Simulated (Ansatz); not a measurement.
The start is a relaxed Sc cell with every coordinate shifted by Gaussian noise of σ = 0.2 Å. Cell shape, volume and atoms are optimised at zero target pressure with r2SCAN (plane waves to 500 eV, PAW, scalar-relativistic; Ansatz, a program for electronic structure). The first steps use a coarse 11×11×6 k-mesh.

Initial structure:
```yaml
crystal:
  lattice:
    - [3.32899, 0.00000, 0.00000]
    - [-1.66449, 2.88299, 0.00000]
    - [0.00000, 0.00000, 5.19240]
  atoms:
    - { symbol: Sc, position: [0.32162, 0.76003, 0.68406] }
    - { symbol: Sc, position: [0.64730, 0.34495, 0.29748] }
```

Problem. Which atoms feel the largest initial force, and how large is it?

Solution. 2.53 eV/Å, on Sc1, Sc2 (atoms numbered as listed).

Problem. How much energy is released per atom?

Solution. 0.41 eV/atom.

Problem. Is the parent structure recovered?

Solution. It relaxes back to the parent, P6₃/mmc (No. 194).

Problem. What band gap does the relaxed structure have at this level?

Solution. Zero (metallic).

Relaxed structure:

```cif
data_Sc2
_chemical_formula_sum 'Sc2'
_space_group_name_H-M_alt 'P63/mmc'
_space_group_IT_number 194
_space_group_name_Hall '-P 6c 2c'
_cell_length_a 3.32898
_cell_length_b 3.32898
_cell_length_c 5.19276
_cell_angle_alpha 90.000
_cell_angle_beta 90.000
_cell_angle_gamma 120.000
loop_
_atom_site_label
_atom_site_type_symbol
_atom_site_symmetry_multiplicity
_atom_site_Wyckoff_symbol
_atom_site_fract_x
_atom_site_fract_y
_atom_site_fract_z
_atom_site_occupancy
Sc1 Sc 2 c 0.33333 0.66667 0.25000 1
```

Final values are on a 16×16×9 k-mesh of the relaxed cell. No spin polarisation in the result.

The run could not lose the symmetry of its start.
